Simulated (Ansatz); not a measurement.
AlAg:
```
CELL_PARAMETERS angstrom
      1.40924    -5.23096     0.00000
      1.40924     5.23096     0.00000
      0.00000     0.00000     4.48737
ATOMIC_POSITIONS crystal
  Ag 0.66248 0.33752 0.25000
  Al 0.92275 0.07725 0.25000
  Ag 0.33752 0.66248 0.75000
  Al 0.07725 0.92275 0.75000
```

Relaxed with PBEsol. Special points in fractions of this cell's reciprocal vectors: Γ (0.000, 0.000, 0.000); Y (-0.500, 0.500, 0.000); C0 (-0.268, 0.732, 0.000); Σ0 (0.268, 0.268, 0.000); Z (0.000, 0.000, 0.500); A0 (0.268, 0.268, 0.500); E0 (-0.268, 0.732, 0.500); T (-0.500, 0.500, 0.500); S (0.000, 0.500, 0.000); R (0.000, 0.500, 0.500).

List the band energies nearest the Fermi level at these points for DFT-PBEsol in the program Ansatz with PAW potentials.

In eV from the Fermi level; about four levels below and three above (degenerate sets whole), none deeper than 8.9 eV; points with the same levels are listed once.

```tsv
k	below	above
Γ	-3.73 -3.13 -3.07 -0.61	2.62 3.55 4.40
Y	-4.72 -0.87 -0.85 -0.73	1.68 2.43 4.73
C0	-5.17 -4.29 -2.88 -2.62	1.15 1.78 1.92
Z	-2.87 -2.87 -0.33 -0.33	6.53 6.53 9.87 9.87
A0	-2.15 -2.15 -0.04 -0.04	3.30 3.30 3.78 3.78
T	-4.73 -4.73 -4.59 -4.59	4.73 4.73 5.14 5.14
S	-3.68 -2.88 -2.22 -0.10	1.97 2.32 3.00
R	-3.19 -3.19 -1.48 -1.48	0.66 0.66 1.40 1.40
```

Space group Cmcm. The start of the workflow was typed in or built on a structure type; neither database checked (COD, Materials Project) lists it. Whether it is the stable phase at ambient conditions was not checked. Symmetry was held in the PBEsol relaxation; whether a distortion lowers the energy is not shown. No spin polarisation was allowed. Scalar-relativistic: spin–orbit coupling is off unless named, which matters more the heavier the elements.

Potentials: the earlier of the program's two PAW sets. The files were generated under PBE; for other functionals the program regenerates the frozen cores, and for LDA and PBEsol the local potential too.
